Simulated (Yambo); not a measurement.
```
Si
1.0
    0.00000     2.69755     2.69755
    2.69755     0.00000     2.69755
    2.69755     2.69755     0.00000
Si
2
Direct
  0.75000   0.75000   0.75000
  0.50000   0.50000   0.50000
```

Si (diamond, space group Fd-3m, No. 227): mean Im ε in 1 eV windows above the direct gap of 3.28 eV, for different electron-hole kernels (Yambo, broadening 0.15 eV, LDA (Quantum ESPRESSO, PseudoDojo norm-conserving, 32 Ry, no spin-orbit coupling) bands; 10×10×10 mesh, 3 valence and 4 conduction bands, static screening with 18 bands and a 4 Ry block, scissor 0.74 eV, Tamm-Dancoff; field along x).

| window (eV) | independent quasiparticles | BSE |
|---|---|---|
| 3.3 to 4.3 | 24 | 37 |
| 4.3 to 5.3 | 24 | 16 |
| 5.3 to 6.3 | 16 | 9.2 |
| 6.3 to 7.3 | 5.0 | 3.3 |

This run doesn't resolve bound excitons or single peaks, so only averages are given, and they too depend on the mesh; weight that the attraction moves below the gap isn't listed. All transitions below 7.52 eV are in the band window. The scissor comes from a G0W0 run whose convergence isn't established.

Geometry relaxed with LDA.
